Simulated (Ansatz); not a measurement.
TiSi in space group Cmmm (No. 65; Ti on 2b, Si on 2d) under volume change, the program Ansatz at the r²SCAN level (PAW), shape and atoms relaxed at each volume.

| V (Å³/atom) | E − E(relaxed) (meV/atom) | P (GPa) |
|---|---|---|
| 13.082 | 58.8 | 15.84 |
| 13.514 | 24.8 | 9.68 |
| 13.945 | 5.9 | 4.52 |
| 14.376 | 0.0 | 0.00 |
| 14.808 | 5.2 | -3.65 |
| 15.239 | 19.1 | -6.59 |
| 15.670 | 40.4 | -9.17 |

Q: What does a third-order Birch–Murnaghan fit give for V₀, B₀ and B′?

A: V₀ = 14.38 Å³/atom, B₀ = 132 GPa, B′ = 4.9.

The first step of the workflow began from a Materials Project structure, measured or hypothetical; the Crystallography Open Database copy checked does not list it. COD files the formula under space group No. 25, so this cell is another polymorph or a model. Whether it is the stable phase at ambient conditions was not checked. Symmetry was held in the r²SCAN relaxation; of distortions, only those at the zone centre were tested. No spin polarisation was allowed.

Potentials: the later of the program's two PAW sets.
